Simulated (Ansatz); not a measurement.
The start is a relaxed BAs cell, doubled along one cell vector, shaken by Gaussian noise of σ = 0.08 Å a coordinate. A full variable-cell relaxation at zero pressure is run with r2SCAN (plane waves to 500 eV, PAW, scalar-relativistic; Ansatz, a quantum-chemistry and plane-wave program). The first steps use a coarse 8×4×8 k-mesh.

The start:
```yaml
crystal:
  lattice:
    - [0.00000, 2.39195, 2.39195]
    - [4.78390, 0.00000, 4.78390]
    - [2.39195, 2.39195, 0.00000]
  atoms:
    - { symbol: As, position: [0.69618, 0.38761, 0.80361] }
    - { symbol: As, position: [0.73025, 0.89803, 0.71308] }
    - { symbol: B, position: [0.96639, 0.01500, 0.94636] }
    - { symbol: B, position: [0.99715, 0.48982, 0.04135] }
```

| Property | Result |
|---|---|
| Initial pressure | +2.1 GPa (positive: the cell is compressed) |
| Energy released | 0.14 eV/atom |
| Relative to the parent | It returns to the parent structure, F-43m (No. 216) |
| Band gap at the end | 1.38 eV, indirect (valence top at Γ, conduction bottom at 76 % of the way from Γ to X) (no spin-orbit coupling) |
| Optimiser moves | 4 |

Relaxed structure:

Space group F-43m (No. 216); a = b = c = 4.7839 Å, α = β = γ = 90.00°

```
atom  site  symmetry       x       y       z
----  ----  --------  ------  ------  ------
As      4b      -43m  0.5000  0.5000  0.5000
B       4c      -43m  0.2500  0.2500  0.2500
```
(The calculation used a cell of 2 atoms; values per cell refer to that cell.)

Final values are on a 12×12×12 k-mesh of the relaxed cell. No spin polarisation in the result.
